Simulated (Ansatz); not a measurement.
B$_{2}$W in space group P6/mmm (No. 191; W on 1a, B on 2d), the program Ansatz at the LDA level (PAW), all energies at zero smearing, with the estimated change up to a 700 eV cutoff added, with one set of potentials and settings (totals compare only within such a set). Cell of 3 atoms (1 W, 2 B): -10429.810 eV.

```tsv
element	reference phase	E (eV/atom)
W	Im-3m, 1 atoms in the cell	-10129.8416
B	R-3m, 12 atoms in the cell	-149.7758
```

Formation energy per atom, worked out: (-10429.810 − 1×(-10129.8416) − 2×(-149.7758))/3 = -0.139 eV/atom (-13 kJ per mol of atoms), at 0 K, without zero-point energy or fitted corrections.

The workflow started from an entry of the Crystallography Open Database (COD), which files this formula under 2 space groups. Its standing as an ambient phase is unchecked. Symmetry was held in the LDA relaxation; its stability against distortions is not shown here. The run is not spin-polarised. The references are the lowest solids computed at this level, not always the standard phases. Spin–orbit coupling is left out wherever it is not named.

Potentials: the later of the program's two PAW sets.
